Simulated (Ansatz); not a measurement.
SrNbO3:
```xyz
5
Lattice="4.0179 0.0000 0.0000 0.0000 4.0179 0.0000 0.0000 0.0000 4.0179" Properties=species:S:1:pos:R:3 pbc="T T T"
Sr     2.0089     2.0089     2.0089
Nb     0.0000     0.0000     0.0000
O      0.0000     2.0089     0.0000
O      2.0089     0.0000     0.0000
O      0.0000     0.0000     2.0089
```

Relaxed with PBEsol. Special points in fractions of this cell's reciprocal vectors: Γ (0.000, 0.000, 0.000); X (0.000, 0.500, 0.000); M (0.500, 0.500, 0.000); R (0.500, 0.500, 0.500).

Q: List the band energies nearest the Fermi level at these points for PBEsol in the plane-wave PAW code Ansatz.

A: In eV from the Fermi level; about four levels below and three above (degenerate sets whole), none deeper than 8.9 eV; points with the same levels are listed once.

| k | below | above |
|---|---|---|
| Γ | -4.03 -4.03 -4.03 -1.22 -1.22 -1.22 | 1.67 1.67 1.68 |
| X | -5.46 -4.24 -4.24 -0.92 | 1.49 1.49 3.11 |
| M | -5.14 -5.14 -4.71 -3.70 | 1.53 1.53 2.40 |
| R | -7.45 -7.45 -7.45 -3.63 -3.63 -3.63 | 2.79 2.79 2.79 |

Space group Pm-3m (cubic perovskite). The first step of the workflow began from a Materials Project structure, measured or hypothetical; the Crystallography Open Database copy checked does not list it. COD files the formula under space group No. 62. Its standing as an ambient phase is unchecked. The PBEsol relaxation kept the symmetry of its start; whether a distortion lowers the energy is not shown. No spin polarisation was allowed. With an odd number of electrons in the cell and no spin polarisation, the count alone makes it a metal. Spin–orbit coupling is left out wherever it is not named.

Potentials: the later of the program's two PAW sets.
